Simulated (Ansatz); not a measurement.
Relaxed (001) slab cut from Mg (space group P6_3/mmc (No. 194)); the slab's formula is Mg, its outer planes Mg (top) and Mg (bottom):

```
Mg
1.0
     3.18820    0.00000    0.00000
    -1.59410    2.76106    0.00000
     0.00000    0.00000   25.21693
Mg
5
Cartesian
  0.0000 1.8407 7.3837
  1.5941 0.9204 10.0195
  0.0000 1.8407 12.6085
  1.5941 0.9204 15.1974
  0.0000 1.8407 17.8333
```

Method: Ansatz, DFT PBEsol, scalar-relativistic, plane waves, PAW. Settings: cutoff 420 eV, Γ-centred mesh 12×12×1 on the computed 5-atom cell, Gaussian smearing of 0.10 eV; no spin polarisation. A dipole correction removes the field between periodic images along c.

The potential is the smooth part; its values at the atoms depend on the PAW datasets.

Q: How does the plane-averaged electrostatic potential energy of an electron run along c, counted from the Fermi level?

A:
| z (Å) | V (eV) |
| --- | --- |
| 2.52 | 3.81 |
| 2.80 | 3.81 |
| 3.08 | 3.81 |
| 3.36 | 3.81 |
| 3.64 | 3.81 |
| 3.92 | 3.80 |
| 4.20 | 3.78 |
| 4.48 | 3.76 |
| 4.76 | 3.71 |
| 5.04 | 3.61 |
| 5.32 | 3.43 |
| 5.60 | 3.11 |
| 5.88 | 2.53 |
| 6.16 | 1.54 |
| 6.44 | -0.08 |
| 6.72 | -2.79 |
| 7.00 | -7.62 |
| 7.28 | -11.68 |
| 7.57 | -10.82 |
| 7.85 | -5.91 |
| 8.13 | -1.65 |
| 8.41 | 0.36 |
| 8.69 | 1.07 |
| 8.97 | 0.52 |
| 9.25 | -1.30 |
| 9.53 | -5.28 |
| 9.81 | -10.36 |
| 10.09 | -11.81 |
| 10.37 | -8.10 |
| 10.65 | -3.07 |
| 10.93 | -0.29 |
| 11.21 | 0.87 |
| 11.49 | 0.73 |
| 11.77 | -0.71 |
| 12.05 | -4.05 |
| 12.33 | -9.25 |
| 12.61 | -11.92 |
| 12.89 | -9.25 |
| 13.17 | -4.05 |
| 13.45 | -0.71 |
| 13.73 | 0.73 |
| 14.01 | 0.87 |
| 14.29 | -0.29 |
| 14.57 | -3.07 |
| 14.85 | -8.10 |
| 15.13 | -11.81 |
| 15.41 | -10.36 |
| 15.69 | -5.28 |
| 15.97 | -1.30 |
| 16.25 | 0.52 |
| 16.53 | 1.07 |
| 16.81 | 0.36 |
| 17.09 | -1.65 |
| 17.37 | -5.91 |
| 17.65 | -10.82 |
| 17.93 | -11.68 |
| 18.21 | -7.62 |
| 18.49 | -2.79 |
| 18.77 | -0.08 |
| 19.05 | 1.54 |
| 19.33 | 2.53 |
| 19.61 | 3.11 |
| 19.89 | 3.43 |
| 20.17 | 3.61 |
| 20.45 | 3.71 |
| 20.73 | 3.76 |
| 21.01 | 3.78 |
| 21.29 | 3.80 |
| 21.57 | 3.81 |
| 21.85 | 3.81 |
| 22.13 | 3.81 |
| 22.42 | 3.81 |
| 22.70 | 3.81 |

The vacuum level lies 3.81 eV above the Fermi level.